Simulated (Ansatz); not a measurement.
One crystal and one scan (energy against volume) at two levels, PBE-D3(BJ) (plane waves to 420 eV, PAW, scalar-relativistic; Ansatz, an electronic-structure program) and r2SCAN+rVV10 (plane waves to 500 eV, PAW, scalar-relativistic; Ansatz), each from its own relaxed cell and on its own mesh. The cell shown is that of PBE-D3(BJ).

MoS$_{2}$ (2H-MoS2 type, space group P6_3/mmc)

```
CELL_PARAMETERS angstrom
      3.14944     0.00000     0.00000
     -1.57472     2.72750     0.00000
      0.00000     0.00000    12.09150
ATOMIC_POSITIONS crystal
  Mo 0.33333 0.66667 0.25000
  Mo 0.66667 0.33333 0.75000
  S  0.33333 0.66667 0.62050
  S  0.66667 0.33333 0.12050
  S  0.66667 0.33333 0.37950
  S  0.33333 0.66667 0.87950
```

Equation-of-state scan: isotropic scaling of the cell above, V₀ being its volume. The atoms relax within the cell's symmetry.

The energy includes the smearing's −TS. MoS2 is run without spin polarisation. MoS2 was relaxed with its symmetry unable to fall. The PAW data are Ansatz's earlier set. With the shape held, the modulus is that of even scaling; a crystal free to change shape is softer. Both scans cover V/V₀ from 0.940 to 1.060.

ΔE (meV/atom), each from the relaxed starting cell of its own level:

```tsv
V/V₀	PBE-D3(BJ)	r2SCAN+rVV10
0.940	16.2	16.9
0.950	11.0	11.5
0.960	6.9	withheld
0.970	3.8	4.0
0.980	1.7	1.8
0.990	0.4	0.4
1.000	0.0	0.0
1.010	0.4	0.4
1.020	1.6	1.6
1.030	3.5	3.6
1.040	6.1	6.3
1.050	9.4	9.8
1.060	13.3	13.8
```

Estimate the r2SCAN+rVV10 value at 0.960 from the PBE-D3(BJ) value there and the ratio of the two levels in the two nearest given rows on that side of the minimum.

At 0.950 and 0.970 the ratio r2SCAN+rVV10/PBE-D3(BJ) averages 1.049, which gives 1.049 × 6.9 = 7.2 meV/atom. The calculation gives 7.3 meV/atom, +5.8 % against PBE-D3(BJ).

(Under strain, the slope of the energy per volume gives the stress and its curvature an elastic modulus.)
